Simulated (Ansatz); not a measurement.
AuCu3-type EuRu3

Level of theory: DFT, PBEsol, scalar-relativistic, collinear spin; plane waves to 420 eV with PAW datasets (Ansatz 0.2.0), 8×8×8 k-mesh, Gaussian smearing of 0.05 eV; PAW files: Ansatz's generated set soft_2.

```cif
data_structure
_symmetry_space_group_name_H-M 'Pm-3m'
_symmetry_Int_Tables_number 221
_cell_length_a 3.9866
_cell_length_b 3.9866
_cell_length_c 3.9866
_cell_angle_alpha 90.000
_cell_angle_beta 90.000
_cell_angle_gamma 90.000
_cell_volume 63.36
loop_
_atom_site_label
_atom_site_type_symbol
_atom_site_symmetry_multiplicity
_atom_site_Wyckoff_symbol
_atom_site_fract_x
_atom_site_fract_y
_atom_site_fract_z
_atom_site_occupancy
Eu1 Eu 1 a 0.00000 0.00000 0.00000 1
Ru1 Ru 3 c 0.00000 0.50000 0.50000 1
```

The structure was built from a prototype; whether the compound forms in it isn't claimed.

Magnetic state: ferromagnetic, site spin moments Eu 6.12; Ru -0.46 μB.

The cell above was scaled in volume, its shape and atoms being fixed by the lattice's symmetry. Energies are counted from the cell above.

The cell is relaxed to zero pressure at this level.

```tsv
V (Å³/atom)	ΔE (meV/atom)	P (GPa)	largest moment (μB)
15.21	15.7	8.3	6.08
15.52	3.7	3.9	6.10
15.84	0.0	0.0	6.12
16.16	3.6	-3.5	6.14
16.47	13.7	-6.7	6.17
```

**Question.** What do the points give for the equilibrium volume, the bulk modulus and its pressure derivative (third-order Birch–Murnaghan)?

**Answer.** V0 = 15.84 Å³/atom, B0 = 185 GPa, B0′ = 4.7.

B0·V0 = 185.5 GPa × 15.84 Å³ = 18.33 eV/atom sets the scale: near the minimum ΔE ≈ ½ B0 V0 x², with x = V/V0 − 1, and a pressure of 1.9 GPa squeezes the volume by about 1 %. At the ends of the curve: x = −4.0 % predicts 14.5 meV/atom and the run gives 15.7; x = +4.0 % predicts 14.8 meV/atom and the run gives 13.7. The lopsidedness is anharmonic: atoms resist being pushed together more than being pulled apart.

Without a U the 4f levels of Eu lie too near the Fermi level, so their share of the states there, and what hangs on it, is overstated. Scalar-relativistic only: spin–orbit splittings of the heavy atoms' levels are missing. The run wasn't fully tested for a lower electronic state. Site moments are of spin, integrated over atomic spheres. No antiparallel order was tried. The run is a metal.
